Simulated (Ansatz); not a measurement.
**Calculated electric field gradients for H2SeO4**

The cell is an entry of the Crystallography Open Database (COD), its atoms then relaxed with PBE in this cell.

```
CELL_PARAMETERS angstrom
4.62330 0.00000 0.00000
0.00000 8.18070 0.00000
0.00000 0.00000 8.54160
ATOMIC_POSITIONS crystal
H 0.18763 0.27319 0.29285
H 0.68763 0.22681 0.70715
H 0.31237 0.72681 0.79285
H 0.81237 0.77319 0.20715
H 0.73889 0.54102 0.49017
H 0.23889 0.95898 0.50983
H 0.76111 0.45898 0.99017
H 0.26111 0.04102 0.00983
Se 0.18572 0.53855 0.37704
Se 0.68572 0.96145 0.62296
Se 0.31428 0.46145 0.87704
Se 0.81428 0.03855 0.12296
O 0.34161 0.35564 0.32522
O 0.84161 0.14436 0.67478
O 0.15839 0.64436 0.82522
O 0.65839 0.85564 0.17478
O 0.92849 0.47918 0.51197
O 0.42849 0.02082 0.48803
O 0.57151 0.52082 0.01197
O 0.07151 0.97918 0.98803
O 0.45088 0.63725 0.46067
O 0.95088 0.86275 0.53933
O 0.04912 0.36275 0.96067
O 0.54912 0.13725 0.03933
O 0.03494 0.62685 0.22677
O 0.53494 0.87315 0.77323
O 0.46506 0.37315 0.72677
O 0.96506 0.12685 0.27323
```

Atom numbers follow the list; atoms alike are taken as one site, whose name carries the number of the first.

All values are calculated (Ansatz; DFT, PBE, plane waves and PAW, scalar-relativistic, 420 eV cutoff, Γ-centred 5×3×3 k-points, Fermi–Dirac smearing 0.02 eV), not measured.

V_zz is the principal component of the electric field gradient with the largest magnitude, η = (V_xx − V_yy)/V_zz and C_Q = eQV_zz/h. Directions are in the Cartesian axes of the cell vectors above, for the atom listed; none is given where the gradient is under 0.02 or η is above 0.95.

```
site  first atom                                first shell  V_zz (10²¹ V/m²)     η  direction of V_zz (x, y, z)
  H1           1          1 O at 1.02 Å; also 1 O at 1.59 Å              2.50  0.17               0.70 0.66 0.27
  H5           5          1 O at 1.03 Å; also 1 O at 1.57 Å              2.23  0.17              0.85 -0.50 0.18
  Se           9                         4 O at 1.63–1.73 Å             -7.59  0.62               0.75 0.15 0.65
 O13          13  1 H at 1.02 Å, 1 Se at 1.72 Å, angle 111°             16.07  0.90              -0.20 0.94 0.29
 O17          17  1 H at 1.03 Å, 1 Se at 1.73 Å, angle 109°             16.09  0.84              0.83 0.14 -0.54
 O21          21         1 Se at 1.63 Å; also 1 H at 1.57 Å             18.68  0.15               0.78 0.46 0.42
 O25          25         1 Se at 1.63 Å; also 1 H at 1.59 Å             18.61  0.14              0.43 -0.45 0.78
```

At H1 and H5 V_zz points along its bond to O (within 1°) in each case. At O21 and O25 V_zz points along its bond to Se (within 3°) in each case.

The relaxation (9 steps) took 86 s of wall time (5.5 min of CPU time) and 1.3 GiB at its peak, on 4 threads of Arm Neoverse V2 (aarch64; 8 cores open to the job, memory cap 8.0 GiB, no GPU), a shared host with a load of 0.5 a core.
